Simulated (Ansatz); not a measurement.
AlNi:
```cif
data_AlNi
_chemical_formula_sum 'Al1 Ni1'
_space_group_name_H-M_alt 'P 1'
_space_group_IT_number 1
_cell_length_a 2.86203
_cell_length_b 2.86203
_cell_length_c 2.86203
_cell_angle_alpha 90.000
_cell_angle_beta 90.000
_cell_angle_gamma 90.000
loop_
_space_group_symop_operation_xyz
  'x, y, z'
loop_
_atom_site_label
_atom_site_type_symbol
_atom_site_fract_x
_atom_site_fract_y
_atom_site_fract_z
_atom_site_occupancy
Al1 Al 0.50000 0.50000 0.50000 1
Ni1 Ni 0.00000 0.00000 0.00000 1
```

Relaxed with PBEsol.

Q: Which orbitals make up the states near the Fermi level in PBEsol in the plane-wave PAW code Ansatz?

A: Within 0.5 eV of the Fermi level: Ni 3d 58 %, Al 3p 29 %. Projections are on Löwdin-orthogonalised atomic valence shells; empty p or d shells of many metals are not among them.

Q: Tabulate the density of states.

A: States/eV per cell of 2 atoms, in 0.25 eV bins, energy from the Fermi level.

```tsv
E (eV)	total	Ni 3d	Al 3p	Al 3s
-7.85	0.35	0.02	0.16	0.11
-7.60	0.37	0.02	0.17	0.12
-7.35	0.40	0.03	0.18	0.14
-7.10	0.44	0.04	0.18	0.17
-6.85	0.46	0.05	0.19	0.17
-6.60	0.49	0.07	0.20	0.17
-6.35	0.52	0.09	0.22	0.17
-6.10	0.57	0.12	0.22	0.17
-5.85	0.62	0.17	0.23	0.18
-5.60	0.69	0.23	0.23	0.19
-5.35	0.68	0.25	0.23	0.16
-5.10	0.63	0.23	0.24	0.11
-4.85	0.65	0.24	0.25	0.10
-4.60	0.71	0.29	0.27	0.09
-4.35	0.86	0.37	0.31	0.09
-4.10	1.72	0.96	0.55	0.09
-3.85	1.79	1.11	0.52	0.08
-3.60	1.51	1.04	0.37	0.06
-3.35	2.31	1.78	0.46	0.03
-3.10	3.28	2.48	0.73	0.01
-2.85	2.37	1.97	0.33	0.00
-2.60	2.22	1.94	0.17	0.00
-2.35	3.88	3.60	0.14	0.01
-2.10	6.83	6.38	0.27	0.02
-1.85	5.77	5.40	0.22	0.01
-1.60	3.25	3.00	0.16	0.01
-1.35	0.77	0.60	0.11	0.01
-1.10	0.54	0.43	0.08	0.00
-0.85	0.57	0.43	0.10	0.00
-0.60	1.95	1.53	0.30	0.02
-0.35	1.24	0.83	0.28	0.04
-0.10	0.91	0.52	0.27	0.04
0.15	0.73	0.36	0.25	0.04
0.40	0.62	0.27	0.24	0.04
0.65	0.52	0.20	0.22	0.04
0.90	0.45	0.15	0.20	0.03
1.15	0.37	0.11	0.18	0.03
1.40	0.31	0.08	0.15	0.02
1.65	0.35	0.08	0.12	0.02
1.90	0.40	0.08	0.10	0.03
2.15	0.57	0.11	0.10	0.06
2.40	0.80	0.16	0.15	0.13
2.65	0.88	0.18	0.21	0.18
2.90	0.87	0.18	0.22	0.23
3.15	0.81	0.15	0.24	0.21
3.40	0.78	0.13	0.25	0.21
3.65	0.77	0.11	0.25	0.22
3.90	0.76	0.10	0.25	0.22
4.15	0.73	0.09	0.25	0.20
4.40	0.74	0.08	0.25	0.20
4.65	0.75	0.08	0.28	0.19
```

Space group Pm-3m (CsCl type). The PBEsol relaxation kept the symmetry of its start; of distortions, only those at the zone centre were tested. No spin polarisation was allowed.

Potentials: the earlier of the program's two PAW sets.
